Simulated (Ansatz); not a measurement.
# GdZr (P-6m2): spiral at q = 0

Method: DFT, LDA, all-electron LAPW, scalar-relativistic (Ansatz 0.2.0).

Command: `ansatz run input.yaml --threads 2 --pin off --max-ram 5120MiB --backend cpu --events-out ev --progress --plain --runs-dir out`

```yaml
crystal:
  lattice:
    - [3.3939075271, 0.0, 0.0]
    - [-1.6969537635, 2.9392101365, 0.0]
    - [0.0, 0.0, 5.446174]
  atoms:
    - { symbol: Gd, position: [0.6666666667, 0.3333333333, 0.5], spin: 7.1, spin_axis: [1.0, 0.0, 0.0] }
    - { symbol: Zr, position: [0.3333333333, 0.6666666667, 0.0] }
magnetization:
  noncollinear: true
  spin_spiral: { q: [0.0, 0.0, 0.0] }
kpoints:
  mp_grid: { grid: [9, 9, 12] }
scf:
  occupations: { method: fermi_dirac, width: 0.05 }
hamiltonian:
  xc: lda
  pseudopotentials: { kind: all_electron, lapw: { basis_error: 0.001 } }
output:
  eigenvalues: false
```

Log:

```
settings of this run that can trade accuracy for cost: output.eigenvalues: false. Do not mix this run's numbers with those of runs without the same settings; the input reference describes each key
LAPW: plane waves up to 6.829 Å⁻¹, error target 1.0e-3 eV per atom; small_component_spin mean_spin; Zr in spheres of 1.658 Å, 22 of its electrons in bands, Dirac shells []; Gd in spheres of 1.697 Å, 28 of its electrons in bands, Dirac shells [] (how accurate: hamiltonian.pseudopotentials.lapw.basis_error, Limitations)
band count auto-derived: 64 (N_el = 50.0; filled up to band 50; 60 by the electrons, moments and atoms)
Engine: ansatz 0.2.0
Pseudopotentials: kind: all_electron
Pseudopotential: Gd, LAPW, valence charge 28, lapw/all_electron/scalar/gaussian/Gd, Koelling and Harmon's equation, gaussian nucleus
Pseudopotential: Zr, LAPW, valence charge 22, lapw/all_electron/scalar/gaussian/Zr, Koelling and Harmon's equation, gaussian nucleus
Functional definition: SPW92
  exchange = slater_x
  correlation = pw_c
Crystal: 2 atoms, lattice volume = 54.328 Å³
Basis set: ecut = 177.68362927455348 eV, 299 PW (Γ), exchange–correlation at level 2
Bands: 64, of which v1, the nominal top of the filled ones, is band 50 counted from 1 (49 counted from 0)
Symmetry: 12 space group operations
k-points: 84 of 972
Spin spiral: q = (0, 0, 0) of the reciprocal vectors; moments are told in the frame that turns with it, a site's in that at the site
Non-local potential: Gd, projectors of the file, none
Non-local potential: Zr, projectors of the file, none
Initial density: superposition of atomic densities (chi_scale 0.1, normalization cell)
Starting moments: Σ|m| = 7.1 μB on 1 of 2 sites
Initial wavefunctions: plane waves of lowest kinetic energy (no species holds an atomic orbital)
Functional: x = slater, c = lda
iter 1 solved again at ethr=1.05e-3 eV; its pass at ethr=1.00e-1 eV (dr2=5.26e-1 eV) is discarded
SCF iter   1: F=—  HF=-404308.830830 eV  |F-HF|=—  |Δ(HF+E_count)|=         —  Δρ=1.71e-2  dr2=5.26e-1  dr2_m=2.61e-3  ethr=1.05e-3  |M|=6.99e0 ∫|m|=7.04e0 μB  β_m=0.30  ⟨swp⟩=2.2  Hψ=33899  notcnv=0
preconditioner: auto → Kerker (q_TF=auto, 2.691 Å⁻¹)  [metal: Δε(μ)=0.003 eV  Ē_g=6.872 eV  σ=0.050 eV  W_gap=0.01  n_scr=22 (ndim 8)  ℏωp=20.8 eV  f_vac=0.000  D(μ)=4.84/eV (n_scr^D=54)]
spin=Noncollinear: Kerker preconditioning applied to the charge; magnetization (m_x, m_y, m_z) channels mix plain (no charge-response kernel on spin).
SCF iter   2: F=—  HF=-404308.834254 eV  |F-HF|=—  |Δ(HF+E_count)|=   3.42e-3  Δρ=1.38e-2  dr2=4.13e-1  dr2_m=4.72e-3  ethr=1.05e-3  |M|=7.27e0 ∫|m|=7.34e0 μB  β_m=1.00  ⟨swp⟩=2.2  Hψ=17735  notcnv=0
SCF iter   3: F=—  HF=-404308.684876 eV  |F-HF|=—  |Δ(HF+E_count)|=   1.49e-1  Δρ=9.06e-3  dr2=1.01e-1  dr2_m=3.01e-4  ethr=8.27e-4  |M|=7.32e0 ∫|m|=7.40e0 μB  β_m=1.00  ⟨swp⟩=2.0  Hψ=15921  notcnv=0
SCF iter   4: F=—  HF=-404308.704506 eV  |F-HF|=—  |Δ(HF+E_count)|=   1.96e-2  Δρ=6.10e-3  dr2=7.41e-2  dr2_m=3.35e-3  ethr=2.03e-4  |M|=7.14e0 ∫|m|=7.22e0 μB  β_m=0.30  ⟨swp⟩=2.1  Hψ=17378  notcnv=0
SCF iter   5: F=—  HF=-404308.807190 eV  |F-HF|=—  |Δ(HF+E_count)|=   1.03e-1  Δρ=1.01e-2  dr2=2.72e-1  dr2_m=6.65e-4  ethr=1.48e-4  |M|=7.35e0 ∫|m|=7.44e0 μB  β_m=1.00  ⟨swp⟩=2.9  Hψ=17242  notcnv=0
SCF iter   6: F=—  HF=-404308.668620 eV  |F-HF|=—  |Δ(HF+E_count)|=   1.39e-1  Δρ=3.47e-3  dr2=2.79e-2  dr2_m=7.67e-6  ethr=1.48e-4  |M|=7.35e0 ∫|m|=7.44e0 μB  β_m=1.00  ⟨swp⟩=2.0  Hψ=15977  notcnv=0
iter 7 solved again at ethr=1.18e-6 eV; its pass at ethr=5.58e-5 eV (dr2=5.88e-4 eV) is discarded
SCF iter   7: F=—  HF=-404308.662866 eV  |F-HF|=—  |Δ(HF+E_count)|=         —  Δρ=9.71e-4  dr2=5.88e-4  dr2_m=1.18e-4  ethr=1.18e-6  |M|=7.32e0 ∫|m|=7.41e0 μB  β_m=0.30  ⟨swp⟩=2.1  Hψ=26731  notcnv=0
the basis was enlarged: its passes take 10.1 MiB over the memory plan, 2 of 2 planned eigensolver slots
SCF iter   8: F=—  HF=-404308.663662 eV  |F-HF|=—  |Δ(HF+E_count)|=   7.95e-4  Δρ=6.05e-4  dr2=6.30e-4  dr2_m=2.55e-5  ethr=1.18e-6  |M|=7.33e0 ∫|m|=7.42e0 μB  β_m=1.00  ⟨swp⟩=2.1  Hψ=16628  notcnv=0
SCF iter   9: F=—  HF=-404308.663081 eV  |F-HF|=—  |Δ(HF+E_count)|=   5.81e-4  Δρ=3.91e-4  dr2=1.55e-4  dr2_m=1.90e-5  ethr=1.18e-6  |M|=7.31e0 ∫|m|=7.40e0 μB  β_m=0.30  ⟨swp⟩=2.0  Hψ=16620  notcnv=0
SCF iter  10: F=—  HF=-404308.663182 eV  |F-HF|=—  |Δ(HF+E_count)|=   1.01e-4  Δρ=3.82e-4  dr2=2.35e-4  dr2_m=1.82e-5  ethr=3.09e-7  |M|=7.31e0 ∫|m|=7.40e0 μB  β_m=0.30  ⟨swp⟩=2.0  Hψ=16625  notcnv=0
Mixer restart at iter 10: flushing history
spin-set hold released at iteration 10 (site moments contracting): the magnetisation degrees of freedom join the quasi-Newton model from the next iteration; the mixer history was flushed
SCF iter  11: F=—  HF=-404308.663139 eV  |F-HF|=—  |Δ(HF+E_count)|=   4.26e-5  Δρ=2.08e-4  dr2=9.67e-5  dr2_m=1.44e-6  ethr=3.09e-7  |M|=7.31e0 ∫|m|=7.40e0 μB  β_m=0.26  ⟨swp⟩=2.1  Hψ=16629  notcnv=0
SCF iter  12: F=—  HF=-404308.663088 eV  |F-HF|=—  |Δ(HF+E_count)|=   5.13e-5  Δρ=1.82e-4  dr2=1.78e-5  dr2_m=4.14e-6  ethr=1.93e-7  |M|=7.31e0 ∫|m|=7.40e0 μB  β_m=0.44  ⟨swp⟩=2.0  Hψ=16622  notcnv=0
SCF iter  13: F=—  HF=-404308.663093 eV  |F-HF|=—  |Δ(HF+E_count)|=   5.01e-6  Δρ=7.97e-5  dr2=5.15e-6  dr2_m=7.91e-7  ethr=3.55e-8  |M|=7.31e0 ∫|m|=7.40e0 μB  β_m=0.40  ⟨swp⟩=2.0  Hψ=16623  notcnv=0
SCF iter  14: F=—  HF=-404308.663092 eV  |F-HF|=—  |Δ(HF+E_count)|=   1.19e-6  Δρ=3.28e-5  dr2=9.98e-7  dr2_m=4.57e-8  ethr=1.03e-8  |M|=7.31e0 ∫|m|=7.40e0 μB  β_m=0.67  ⟨swp⟩=2.0  Hψ=16623  notcnv=0
SCF iter  15: F=—  HF=-404308.663092 eV  |F-HF|=—  |Δ(HF+E_count)|=   1.58e-7  Δρ=1.46e-5  dr2=2.08e-7  dr2_m=1.56e-9  ethr=2.00e-9  |M|=7.31e0 ∫|m|=7.40e0 μB  β_m=0.84  ⟨swp⟩=2.0  Hψ=16623  notcnv=0
SCF iter  16: F=-404308.663092 eV  HF=-404308.663092 eV  |F-HF|=1.80e-8  |Δ(HF+E_count)|=   5.24e-9  Δρ=3.61e-6  dr2=1.52e-8  dr2_m=8.92e-11  ethr=4.16e-10  |M|=7.31e0 ∫|m|=7.40e0 μB  ⟨swp⟩=2.0  Hψ=16623  notcnv=0
SCF 1 converged in 16 iterations: F = -404308.663092 eV  dr2 = 1.52e-8
WARN: this state was not checked for a lower one beside it: the run's test of it (scf.lower_state_search) could not run behind this SCF: none is made under non-collinear spin (noncollinear)
SCF converged after 16 iterations
Magnetization: |M| = 7.3052 μB,  M = (+7.3052, +0.0000, +0.0000) μB
Absolute magnetization: 7.3971 μB (∫|m|)
  site 0: m = (+7.2258, +0.0000, +0.0000) μB, |m| = 7.2258 μB  (R = 1.70 Å)
  site 1: m = (-0.0148, +0.0000, +0.0000) μB, |m| = 0.0148 μB  (R = 1.66 Å)
Free energy (F): -404308.663092 eV
Harris-Foulkes:  -404308.663092 eV  (|F-HF|=1.80e-8)
Internal energy: -404308.638032 eV  (E = F + TS)
E sigma→0 (E₀):  -404308.650562 eV
Entropy (-TS):   -0.025060 eV (-12.530 meV/atom)
Fermi energy:    15.044192 eV
--- Per-component energies (eV) ---
  E_band       = -2843.598344
  E_kinetic    = 434069.077563
  E_xc         = -9600.377954
  E_electrostatic = -828777.337642  (all electrons and nuclei)
  E_smearing   = -0.025060  (= −TS)
  E_closure    = 0.000000  (closes the sum)
  E_atoms      = -404286.503641  (free atoms, spherical and without spin; not in F)
  Σ components = -404308.663092   (vs F -404308.663092, Δ=0.00e0)
  Basis errors (estimates in eV, not in F): energy 1.6e-4 per atom: plane waves 1.2e-4 (6.1e-5 summed), levels above the bands 5.4e-16, relativity 5.6e-9, radial functions 3.9e-5, core shells 1.5e-6; eigenvalues (radial functions only) 1.1e-6; not estimated: angular momenta, meshes, grids; target (lapw.basis_error) 1.0e-3; muffin-tin radii Zr 1.658 Å, Gd 1.697 Å
settings of this run that can trade accuracy for cost: output.eigenvalues: false. Do not mix this run's numbers with those of runs without the same settings; the input reference describes each key
```

Site moments (μB): Gd1 7.23, Zr2 -0.01. Cell moment 7.31 μB in the turning frame.

Without U a semilocal functional puts the f levels too near the Fermi level, which can change moments and the order of magnetic states; site and cell moments are spin moments. Spin–orbit coupling is left out although heavy atoms are present. In at least one run the program's final test of stability wasn't made or came to no verdict. With open f shells a run can end in a state that isn't the lowest. The magnetic state is the one that this cell and start allow. It needn't be the compound's measured order, which may need a larger cell or be absent.

It took 3.6 min on 2 threads of Intel(R) Xeon(R) Platinum 8488C (Sapphire Rapids) (shared host), peak memory 0.98 GiB.
